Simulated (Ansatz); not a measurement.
**Notes on BeCo**

```
Be Co
1.0
     2.61753    0.00000    0.00000
     0.00000    2.61753    0.00000
     0.00000    0.00000    2.61753
Be Co
1 1
Direct
  0.00000 0.00000 0.00000
  0.50000 0.50000 0.50000
```

Method: r2SCAN, no spin polarisation; PAW, plane waves to 500 eV, 13×13×13 Γ-centred mesh, fermi-dirac occupations (width 0.1 eV) (Ansatz 0.2.0), atoms fixed.

Problem. Is the cell too large or too small?

Solution. The pressure is -10.3 GPa (compression positive), so with the atoms held at these fractions the cell would first shrink.

Problem. Is it stable against the elements?

Solution. -0.17 eV an atom against the elements' usual phases (free molecules for gases, crystals otherwise, with no correction for O₂ or N₂), so it is bound against them; other compounds may still compete. Relaxing would lower it.

Problem. Is there a gap?

Solution. It is a metal, with about 2.1 states/eV a cell as the mean within 0.25 eV of the Fermi level, mostly Co d (90 %).

Problem. Give the Bader charges.

Solution. Bader charges in e: Be +1.53, Co -1.53. In the mean Be gives up most and Co takes most.

Origin: a database entry at a rescaled volume. Caveats: no spin polarisation, so a magnetic state may lie lower; atoms or cell far from equilibrium.
